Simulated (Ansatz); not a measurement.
Relaxed-ion elastic tensor of ScIr₃ (Cu3Au type, Pm-3m) in GPa (Voigt order), LDA (plane waves, PAW; program Ansatz); density 17.81 g/cm³, 14.49 Å³ per atom.

|  | 1 | 2 | 3 | 4 | 5 | 6 |
|---|---|---|---|---|---|---|
| 1 | 401 | 232 | 232 | 0.0 | 0.0 | 0.0 |
| 2 | 232 | 401 | 232 | 0.0 | 0.0 | 0.0 |
| 3 | 232 | 232 | 401 | 0.0 | 0.0 | 0.0 |
| 4 | 0.0 | 0.0 | 0.0 | 195 | 0.0 | 0.0 |
| 5 | 0.0 | 0.0 | 0.0 | 0.0 | 195 | 0.0 |
| 6 | 0.0 | 0.0 | 0.0 | 0.0 | 0.0 | 195 |

Task: Is the crystal mechanically stable?

Result: Yes: the smallest eigenvalue of C is 169 GPa.

Task: Work out the Voigt, Reuss and Hill averages.

Result: K_V = 288, K_R = 288, K_H = 288; G_V = 151, G_R = 128, G_H = 139 GPa.

Task: Give Young's modulus, Poisson's ratio, Pugh's ratio and the universal anisotropy index.

Result: E = 9KG/(3K + G) = 360 GPa; ν = 0.29; K/G = 2.07 (ductile by the Pugh limit of 1.75); A_U = 5G_V/G_R + K_V/K_R − 6 = 0.89.

Task: Estimate the sound speeds and the Debye temperature.

Result: v_l = √((K + 4G/3)/ρ) = 5160 m/s, v_t = √(G/ρ) = 2800 m/s, mean 3120 m/s; Θ = (h/k)(3n/4πV)^(1/3) v_m = 381 K.

Task: Give the Zener ratio and Young's modulus along [100], [110] and [111].

Result: A = 2C44/(C11 − C12) = 2.31; 1/E = S11 − 2(S11 − S12 − S44/2)Γ with Γ = 0, 1/4, 1/3 gives 231, 377, 477 GPa.

Task: Solve the Christoffel equation for the three sound speeds along [100], [110], [111].

Result: Eigenvalues of C_ijkl n_j n_l equal ρv². In km/s, slowest first: [100] 3.31, 3.31, 4.75; [110] 2.18, 3.31, 5.36; [111] 2.61, 2.61, 5.55.

The first step of the workflow began from a Materials Project structure, measured or hypothetical; the Crystallography Open Database copy checked does not list it. With Sc and Ir taken as one species the cell has the higher symmetry Fm-3m, so it may be an ordered model of a mixed-site phase. Whether it is the stable phase at ambient conditions was not checked. Symmetry was held in the LDA relaxation; of distortions, only those at the zone centre were tested. No spin polarisation was allowed. As this level gives no gap, shear constants depend on the k-mesh and smearing (Fermi–Dirac, 0.1 eV here). Scalar-relativistic: spin–orbit coupling is off unless named, which matters more the heavier the elements.

Potentials: the later of the program's two PAW sets.
